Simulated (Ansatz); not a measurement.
Molecular dynamics on a 1×1×1 supercell (4 atoms) of AgLaS2 (ordering on rocksalt), relaxed with r2SCAN. Forces come from r2SCAN in Ansatz: Langevin thermostat and barostat (NPT), 450 K, steps of 1 fs. Spin polarisation is off, nuclei are classical, and the run is far too short for thermal averages. The structure comes from a prototype and may be hypothetical.

```yaml
crystal:
  lattice:
    - [2.1300357316, 1.229776703, 5.9292429295]
    - [-2.1300357316, 1.229776703, 5.9292429295]
    - [0.0, -2.459553406, 5.9292429295]
  atoms:
    - { symbol: Ag, position: [1.0, 0.0, 0.0] }
    - { symbol: La, position: [0.5, 0.5, 0.5] }
    - { symbol: S, position: [0.2517964129, 0.2517964129, 0.2517964129] }
    - { symbol: S, position: [0.7482035871, 0.7482035871, 0.7482035871] }
kpoints:
  mp_grid: { grid: [4, 4, 4] }
hamiltonian:
  xc: r2scan
scf:
  occupations: { method: fermi_dirac, width: 0.039 }
md:
  ensemble: npt_langevin
  temperature: 450
  timestep: 1.0
  n_steps: 30
  initial_velocities: maxwell_boltzmann
  seed: 2511
```

Run as `ansatz run input.yaml --threads 4 --pin off --max-ram 3686MiB --backend cpu --events-out ev --progress --plain --runs-dir out`. Wall time 5.4 min on 4 threads of Intel(R) Xeon(R) Processor @ 2.50GHz (Skylake/Cascade Lake), on a shared host; peak host memory 0.71 GiB.

```csv
step,t (fs),T (K),free energy F from step 0 (meV/atom),kinetic energy (meV/atom),pressure (GPa),volume (Å³/atom),largest force (eV/Å)
0,0,338,0.0,43.6,0.30,23.30,0.01
1,1,353,0.0,45.6,0.29,23.30,0.02
2,2,359,0.0,46.5,0.29,23.29,0.03
3,3,411,0.1,53.1,0.33,23.28,0.05
4,4,413,0.2,53.4,0.35,23.27,0.06
5,5,472,0.4,61.0,0.41,23.26,0.08
6,6,493,0.5,63.7,0.45,23.25,0.09
7,7,501,0.7,64.7,0.46,23.25,0.11
8,8,515,0.9,66.6,0.45,23.25,0.12
9,9,452,1.2,58.5,0.39,23.25,0.13
10,10,486,1.4,62.9,0.38,23.26,0.15
11,11,481,1.7,62.2,0.35,23.27,0.17
12,12,474,2.1,61.3,0.28,23.29,0.20
13,13,443,2.5,57.2,0.15,23.32,0.22
14,14,440,3.0,56.9,0.03,23.36,0.25
15,15,465,3.6,60.2,-0.08,23.39,0.27
16,16,476,4.3,61.5,-0.15,23.42,0.30
17,17,513,5.0,66.3,-0.18,23.43,0.34
18,18,518,6.0,67.0,-0.21,23.44,0.37
19,19,597,7.0,77.2,-0.20,23.45,0.40
20,20,557,8.1,72.0,-0.26,23.46,0.43
21,21,549,9.4,70.9,-0.27,23.46,0.47
22,22,487,10.8,63.0,-0.31,23.46,0.50
23,23,398,12.1,51.5,-0.36,23.47,0.53
24,24,355,13.4,45.9,-0.37,23.46,0.56
25,25,375,14.6,48.4,-0.35,23.46,0.59
26,26,397,15.9,51.3,-0.35,23.47,0.61
27,27,380,17.1,49.1,-0.35,23.47,0.64
28,28,346,18.2,44.7,-0.32,23.46,0.66
29,29,348,19.3,44.9,-0.25,23.44,0.68
30,30,362,20.4,46.8,-0.15,23.43,0.70
```

The temperature goes from 338 K to 362 K in 30 fs. The first value is 3/4 of the setting, since velocities are drawn without the motion of the centre of mass and T is counted over all atoms.

Positions (Å) and forces (eV/Å) at step 30:
```
cell (Å): 2.134 1.232 5.940; -2.134 1.232 5.940; 0.000 -2.464 5.940
Ag   2.252   1.254   5.935    -0.219   0.005  -0.072
La  -0.053  -0.022   8.867    -0.145  -0.077   0.287
S   -0.123   0.048   4.551     0.176  -0.344  -0.580
S   -0.109  -0.102  13.286     0.188   0.416   0.365
```
